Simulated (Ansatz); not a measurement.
One crystal and one scan (frozen-phonon scan) at two levels, PBE (plane waves to 420 eV, PAW, scalar-relativistic; Ansatz, an electronic-structure program) and r2SCAN (plane waves to 500 eV, PAW, scalar-relativistic; Ansatz), each from its own relaxed cell and on its own mesh. The cell shown is that of PBE.

Starting cell, AlN (zinc blende):

```
CELL_PARAMETERS angstrom
      0.00000     4.40253     4.40253
      2.20127     2.20127     4.40253
      2.20127     2.20127     0.00000
ATOMIC_POSITIONS crystal
  N  0.00000 0.75000 0.75000
  N  0.50000 0.75000 0.75000
  Al 0.00000 0.00000 0.00000
  Al 0.50000 0.00000 0.00000
```

A phonon eigenvector at X = (0.5, 0.5, 0.0) is frozen into this cell: atom i moves by Q times the vector below, so Q is the largest atomic displacement, in Å. The cell is held. (q is in reciprocal vectors of the primitive cell; the cell shown is doubled to hold the pattern.)

```tsv
atom	x	y	z
N1	0.000	0.000	1.000
N2	0.000	0.000	-1.000
```

Atoms not listed stay in place.

AlN was relaxed with its symmetry unable to fall. The PAW data are Ansatz's earlier set. Both scans cover Q from -0.180 to 0.180 Å.

ΔE (meV/cell), each from the undisplaced structure of its own level:

```json
[
 {"Q (Å)": "-0.180", "PBE": "798", "r2SCAN": "875"},
 {"Q (Å)": "-0.150", "PBE": "556", "r2SCAN": "609"},
 {"Q (Å)": "-0.120", "PBE": "357", "r2SCAN": "391"},
 {"Q (Å)": "-0.090", "PBE": "201", "r2SCAN": "220"},
 {"Q (Å)": "-0.060", "PBE": "90", "r2SCAN": "withheld"},
 {"Q (Å)": "-0.030", "PBE": "22", "r2SCAN": "25"},
 {"Q (Å)": "0.000", "PBE": "0", "r2SCAN": "0"},
 {"Q (Å)": "0.030", "PBE": "22", "r2SCAN": "25"},
 {"Q (Å)": "0.060", "PBE": "90", "r2SCAN": "withheld"},
 {"Q (Å)": "0.090", "PBE": "201", "r2SCAN": "220"},
 {"Q (Å)": "0.120", "PBE": "357", "r2SCAN": "391"},
 {"Q (Å)": "0.150", "PBE": "556", "r2SCAN": "609"},
 {"Q (Å)": "0.180", "PBE": "798", "r2SCAN": "875"}
]
```

Question: Estimate the r2SCAN value at -0.060 from the PBE value there and the ratio of the two levels in the two nearest given rows on that side of the minimum.

Answer: At -0.090 and -0.120 the ratio r2SCAN/PBE averages 1.095, which gives 1.095 × 90 = 99 meV/cell. The calculation gives 98 meV/cell, +8.9 % against PBE.

(A displaced cell: forces are minus the slopes of the energy, force constants its curvatures, and phonons follow from these.)
